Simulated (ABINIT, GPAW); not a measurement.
Given: the input of a run of GPAW 26.7.0 (ASE script) on SnN2F2. The cell comes from a database or a generator and needn't be the stable form of this composition.

File run.py:

```python
from ase import Atoms
from ase.dft.bandgap import bandgap
from ase.io import write
from ase.units import Bohr, GPa
from gpaw import GPAW, PW
from gpaw.elf import elf_from_dft_calculation

atoms = Atoms(['Sn', 'F', 'F', 'N', 'N'],
              cell=[[4.397039, -2.647013, 0.0],
                    [4.397039, 2.647013, 0.0],
                    [-1.252948, 0.0, 3.52112]],
              scaled_positions=[[0.0, 0.0, 0.0],
                                [0.172356, 0.172356, 0.636529],
                                [0.827644, 0.827644, 0.363471],
                                [0.461994, 0.461994, 0.093931],
                                [0.538006, 0.538006, 0.906069]],
              pbc=True)

calc = GPAW(mode=PW(800),
            xc='PBE',
            kpts={'size': (6, 6, 8), 'gamma': True},
            occupations={'name': 'fermi-dirac', 'width': 0.05},
            nbands=33,
            convergence={'density': 1e-05, 'energy': 1e-05},
            maxiter=150,
            txt='gpaw.txt')
atoms.calc = calc
energy = atoms.get_potential_energy()
forces = atoms.get_forces()
stress = atoms.get_stress()
calc.write('gs.gpw')
write('result.traj', atoms)
print(f'Energy: {energy:.6f} eV')
print('Forces (eV/A):')
print(forces.round(4))
print('Stress (GPa):', (stress / GPa).round(3))
print('Fermi level:', round(calc.get_fermi_level(), 4), 'eV')
print(f'Gap: {bandgap(calc)[0]:.4f} eV, direct: {bandgap(calc, direct=True)[0]:.4f} eV')

# fields on the real-space grid
write('density.cube', atoms, data=calc.get_pseudo_density() * Bohr**3)
write('potential.cube', atoms, data=calc.get_electrostatic_potential())
write('elf.cube', atoms, data=elf_from_dft_calculation(calc).data)
```

Potentials or basis: GPAW PAW data sets (gpaw-data 1.2.1), pw.

Launch:

```sh
$ OMP_NUM_THREADS=1 python run.py
```

**Question.** Translate it to ABINIT 10.8.3 (patched build). Potentials or basis there: JTH PAW PBE v2.0, cutoff 707 eV.

**Answer.** As run (cutoffs and basis follow the program's own potentials, and thresholds, step limits or extra output files can differ):

The input run.abi:

```
# Pseudopotentials
pp_dirpath "./"
pseudos "Sn.GGA_PBE-JTH.xml, F.GGA_PBE-JTH.xml, N.GGA_PBE-JTH.xml"

# Structure
structure "poscar:POSCAR"
natom 5
chkprim 0
chksymtnons 0
tolsym 1.0e-6

# Plane-wave basis
ecut 707.496042 eV
pawecutdg 48.0
pawxcdev 0
pawovlp 30

# k points
kptopt 1
ngkpt 6 6 8
nshiftk 1
shiftk 0.0 0.0 0.0

# Exchange and correlation
ixc 11

# Bands and occupations
nband 23
occopt 3
tsmear 0.05 eV

# SCF cycle
nstep 100
tolvrs 1.0e-9

# Output
iomode 3
prtwf 0
prtden 0
prteig 0
prtebands 0
```

The input POSCAR:

```
SnN2F2
1.0
    4.3970390000     -2.6470130000      0.0000000000
    4.3970390000      2.6470130000      0.0000000000
   -1.2529480000      0.0000000000      3.5211200000
Sn F N
1 2 2
Direct
    0.0000000000      0.0000000000      0.0000000000  Sn
    0.1723560000      0.1723560000      0.6365290000  F
    0.8276440000      0.8276440000      0.3634710000  F
    0.4619940000      0.4619940000      0.0939310000  N
    0.5380060000      0.5380060000      0.9060690000  N
```

Potentials or basis: JTH PAW PBE v2.0.

Launch:

```console
$ abinit run.abi > log 2>&1
```

Both were run:

|  | GPAW | ABINIT |
| --- | --- | --- |
| Pressure | 4.0 GPa | 4.9 GPa |
| Largest force | 1.571 eV/Å | 1.461 eV/Å |

Pressure is positive in compression.
